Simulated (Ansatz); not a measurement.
Given:

AlN (zinc blende)

```
CELL_PARAMETERS angstrom
      0.00000     4.40321     4.40321
      2.20161     2.20161     4.40321
      2.20161     2.20161     0.00000
ATOMIC_POSITIONS crystal
  N  0.00000 0.75000 0.75000
  N  0.50000 0.75000 0.75000
  Al 0.00000 0.00000 0.00000
  Al 0.50000 0.00000 0.00000
```

The atoms are displaced by Q × the pattern below (from a DFPT mode at X = (0.5, 0.5, 0.0), largest move 1; Q in Å), at fixed cell. (q is in reciprocal vectors of the primitive cell; the cell shown is doubled to hold the pattern.)

```json
[
 {"atom": "N1", "x": "0.000", "y": "0.000", "z": "1.000"},
 {"atom": "N2", "x": "0.000", "y": "0.000", "z": "-1.000"}
]
```

Atoms not listed stay in place.

These are PBE (plane waves to 420 eV, PAW, scalar-relativistic; Ansatz, a quantum-chemistry and plane-wave program) values and carry that method's errors. k mesh 13×13×13 (Γ-centred), Fermi-Dirac smearing 0.05 eV. E stands for the smeared free energy. AlN was relaxed with its symmetry unable to fall. The zero of ΔE is the undisplaced structure.

The scan covers Q from -0.180 to 0.180 Å in 13 points.

Which space group does the distorted structure have?

P-4m2 (No. 115), lowered from F-43m.

Is this a single well or a double well?

A single well with its minimum at or next to zero displacement.

What is the energy change at Q = 0.180 Å?

797 meV/cell.

What harmonic wavenumber does the curvature at Q = 0 give?

695 cm⁻¹.

(For displaced atoms, the force is minus the slope of the energy, and its curvature is a force constant, which sets phonon frequencies.)
